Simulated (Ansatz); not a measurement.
**Nb2O5 (space group C2/c), energy against volume**

Nb₂O₅ (space group C2/c)

```cif
data_Nb8O20
_chemical_formula_sum 'Nb8 O20'
_space_group_name_H-M_alt 'C2/c'
_space_group_IT_number 15
_space_group_name_Hall '-C 2yc'
_cell_length_a 12.78705
_cell_length_b 4.88651
_cell_length_c 5.55168
_cell_angle_alpha 90.000
_cell_angle_beta 104.362
_cell_angle_gamma 90.000
loop_
_atom_site_label
_atom_site_type_symbol
_atom_site_symmetry_multiplicity
_atom_site_Wyckoff_symbol
_atom_site_fract_x
_atom_site_fract_y
_atom_site_fract_z
_atom_site_occupancy
Nb1 Nb 8 f 0.35937 0.25858 0.24543 1
O1 O 8 f 0.20563 0.07037 0.12799 1
O2 O 4 e 0.00000 0.10577 0.75000 1
O3 O 8 f 0.38929 0.05200 0.52340 1
```
(The calculation used a cell of 14 atoms; values per cell refer to that cell.)

E(V) scan at fixed shape, V₀ the volume above. The atoms relax within the cell's symmetry.

Method: PBEsol (plane waves to 420 eV, PAW, scalar-relativistic; Ansatz, a quantum-chemistry and plane-wave program). k mesh 6×6×5 (Γ-centred), Fermi-Dirac smearing 0.05 eV. The energy includes the smearing's −TS. Compression counts positive. With the shape held, the modulus is that of even scaling; a crystal free to change shape is softer. Nb2O5 is run without spin polarisation. Nb2O5 was relaxed with its symmetry unable to fall. The zero of ΔE is the relaxed starting cell.

| V/V₀ | ΔE (meV/atom) | P (GPa) |
|---|---|---|
| 0.900 | 55.2 | 16.1 |
| 0.925 | 29.7 | 11.2 |
| 0.950 | 12.7 | 7.0 |
| 0.975 | 3.1 | 3.3 |
| 1.000 | 0.0 | 0.0 |
| 1.025 | 2.9 | -3.0 |
| 1.050 | 11.2 | -5.8 |
| 1.075 | 24.5 | -8.4 |
| 1.100 | 42.3 | -10.7 |

Read from the data:

```
Quantity                                                                       Value
---------------------------------------------------------------------  -------------
Pressure at the smallest volume                                             16.1 GPa
Energy cost of the largest compression                                 55.2 meV/atom
Energy cost of the largest expansion                                   42.3 meV/atom
Bulk modulus at fixed cell shape B₀ (third-order Birch-Murnaghan fit)        128 GPa
Pressure derivative B₀′ (fit)                                                    3.1
Equilibrium volume of the fit                                          12.00 Å³/atom
Pressure for 5 % compression (fit)                                           7.1 GPa
```

(A scan under strain: stresses follow from slopes of the energy per volume, elastic moduli from its curvatures.)
